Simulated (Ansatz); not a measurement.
Ge:
Space group P6₃/mmc (No. 194); a = b = 3.959 Å, c = 6.532 Å, α = β = 90.00°, γ = 120.00°

| atom | site | symmetry | x | y | z |
|---|---|---|---|---|---|
| Ge | 4f | 3m. | 0.6667 | 0.3333 | 0.0629 |

Relaxed with LDA.

Task: Which orbitals make up the states near the Fermi level in LDA in the plane-wave PAW code Ansatz?

Result: Within 0.5 eV of the Fermi level: Ge 4p 68 %, Ge 4s 25 %, outside the projected shells 6 %. Projections are on Löwdin-orthogonalised atomic valence shells; empty p or d shells of many metals are not among them.

Task: Tabulate the density of states.

Result: States/eV per cell of 4 atoms, in 0.25 eV bins, energy from the Fermi level.

| E (eV) | total | Ge 4p | Ge 4s | Ge 3d |
|---|---|---|---|---|
| -7.85 | 1.36 | 0.60 | 0.75 | 0.00 |
| -7.60 | 1.25 | 0.55 | 0.69 | 0.00 |
| -7.35 | 1.18 | 0.52 | 0.65 | 0.00 |
| -7.10 | 1.15 | 0.50 | 0.63 | 0.00 |
| -6.85 | 1.02 | 0.45 | 0.56 | 0.00 |
| -6.60 | 0.80 | 0.36 | 0.44 | 0.00 |
| -6.35 | 0.68 | 0.30 | 0.37 | 0.00 |
| -6.10 | 0.59 | 0.27 | 0.32 | 0.00 |
| -5.85 | 0.51 | 0.23 | 0.28 | 0.00 |
| -5.60 | 0.45 | 0.20 | 0.24 | 0.00 |
| -5.35 | 0.39 | 0.18 | 0.21 | 0.00 |
| -5.10 | 0.54 | 0.35 | 0.18 | 0.00 |
| -4.85 | 1.43 | 1.23 | 0.18 | 0.00 |
| -4.60 | 1.67 | 1.47 | 0.18 | 0.00 |
| -4.35 | 1.44 | 1.26 | 0.16 | 0.00 |
| -4.10 | 1.67 | 1.49 | 0.16 | 0.00 |
| -3.85 | 1.85 | 1.68 | 0.15 | 0.00 |
| -3.60 | 1.95 | 1.79 | 0.15 | 0.00 |
| -3.35 | 2.16 | 2.00 | 0.14 | 0.01 |
| -3.10 | 2.57 | 2.42 | 0.13 | 0.01 |
| -2.85 | 2.79 | 2.64 | 0.13 | 0.01 |
| -2.60 | 2.68 | 2.54 | 0.11 | 0.01 |
| -2.35 | 3.17 | 3.04 | 0.10 | 0.01 |
| -2.10 | 3.14 | 3.04 | 0.07 | 0.01 |
| -1.85 | 2.17 | 2.09 | 0.05 | 0.01 |
| -1.60 | 1.72 | 1.66 | 0.03 | 0.01 |
| -1.35 | 1.16 | 1.12 | 0.02 | 0.00 |
| -1.10 | 0.83 | 0.81 | 0.01 | 0.00 |
| -0.85 | 0.60 | 0.58 | 0.01 | 0.00 |
| -0.60 | 0.40 | 0.39 | 0.00 | 0.00 |
| -0.35 | 0.25 | 0.24 | 0.00 | 0.00 |
| -0.10 | 0.08 | 0.08 | 0.00 | 0.00 |
| 0.15 | 0.11 | 0.06 | 0.05 | 0.00 |
| 0.40 | 0.74 | 0.41 | 0.27 | 0.00 |
| 0.65 | 1.28 | 0.75 | 0.42 | 0.00 |
| 0.90 | 1.70 | 1.02 | 0.55 | 0.00 |
| 1.15 | 2.23 | 1.33 | 0.71 | 0.00 |
| 1.40 | 2.12 | 1.30 | 0.64 | 0.00 |
| 1.65 | 2.29 | 1.43 | 0.64 | 0.00 |
| 1.90 | 2.37 | 1.53 | 0.60 | 0.00 |
| 2.15 | 1.56 | 1.03 | 0.36 | 0.00 |
| 2.40 | 1.88 | 1.32 | 0.32 | 0.00 |
| 2.65 | 2.08 | 1.52 | 0.28 | 0.01 |
| 2.90 | 3.22 | 2.38 | 0.38 | 0.01 |
| 3.15 | 3.04 | 2.26 | 0.33 | 0.01 |
| 3.40 | 2.39 | 1.80 | 0.24 | 0.01 |
| 3.65 | 2.85 | 2.17 | 0.24 | 0.01 |
| 3.90 | 2.48 | 1.84 | 0.22 | 0.01 |
| 4.15 | 2.29 | 1.65 | 0.22 | 0.00 |
| 4.40 | 2.57 | 1.86 | 0.23 | 0.01 |
| 4.65 | 2.74 | 1.94 | 0.25 | 0.01 |

Space group P6_3/mmc. The first step of the workflow began from a Materials Project structure, measured or hypothetical; the Crystallography Open Database copy checked does not list it. It is not the phase usual at ambient conditions (space group No. 227). Symmetry was held in the LDA relaxation; of distortions, only those at the zone centre were tested. Spin–orbit coupling is left out wherever it is not named.

Potentials: the earlier of the program's two PAW sets.
